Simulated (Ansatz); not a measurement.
Consider the following.

GaP:
Space group Fm-3m (No. 225); a = 5.158 Å, b = 5.158 Å, c = 5.158 Å, α = 90.00°, β = 90.00°, γ = 90.00°

| atom | site | symmetry | x | y | z |
|---|---|---|---|---|---|
| Ga | 4a | m-3m | 0.0000 | 0.0000 | 0.0000 |
| P | 4b | m-3m | 0.5000 | 0.5000 | 0.5000 |
(The calculation used a cell of 2 atoms; values per cell refer to that cell.)

This is the PBE-relaxed structure.

### Question
All from PBE in the plane-wave PAW code Ansatz, unless another level is named. Give the electronic character.

### Answer
metallic (no gap).

### Question
Predict the density of states at the Fermi level.

### Answer
0.57 states/eV per atom (mean over ±0.08 eV).

### Question
Give the formation energy from the elements (no fitted shifts).

### Answer
-0.025 eV/atom.

### Question
What about the gap with spin–orbit coupling?

### Answer
none (metallic).

The start of the workflow was typed in or built on a structure type; neither database checked (COD, Materials Project) lists it. It is not the phase usual at ambient conditions (space group No. 216). The cell was relaxed with PBE under the symmetry of its start; whether a distortion lowers the energy is not shown. The references are the lowest solids computed at this level, not always the standard phases. Scalar-relativistic: spin–orbit coupling is off unless named, which matters more the heavier the elements.

Potentials: the earlier of the program's two PAW sets.
